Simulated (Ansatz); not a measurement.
A distorted cell of Pd (fcc, Cu type):

```
CELL_PARAMETERS angstrom
      0.00000     3.94259     3.94259
      1.97130     1.97130     3.94259
      1.97130     1.97130     0.00000
ATOMIC_POSITIONS crystal
  Pd 0.96195 0.03805 0.96195
  Pd 0.53805 0.96195 0.03805
```

All values below come from PBE (plane waves to 420 eV, PAW, scalar-relativistic; Ansatz, a program for electronic structure). k mesh 20×20×20 (Γ-centred), Fermi-Dirac smearing 0.05 eV. Compression counts positive. With partly filled bands, energies and forces of such displacements shift with the k mesh and the smearing. Pd is run without spin polarisation. Pd was relaxed with its symmetry unable to fall. The PAW data are Ansatz's earlier set.

**Question.** Predict the force on every atom, in eV/Å.

**Answer.** 
```tsv
atom	Fx	Fy	Fz
Pd1	0.000	1.266	0.000
Pd2	0.000	-1.266	0.000
```

**Question.** What is the stress tensor (GPa)?

**Answer.** 
```
    0.2      0.0      0.0
    0.0      4.3      0.0
    0.0      0.0      7.1
```
The pressure, a third of the trace, is 3.9 GPa.

(For displaced atoms, the force is minus the slope of the energy, and its curvature is a force constant, which sets phonon frequencies.)
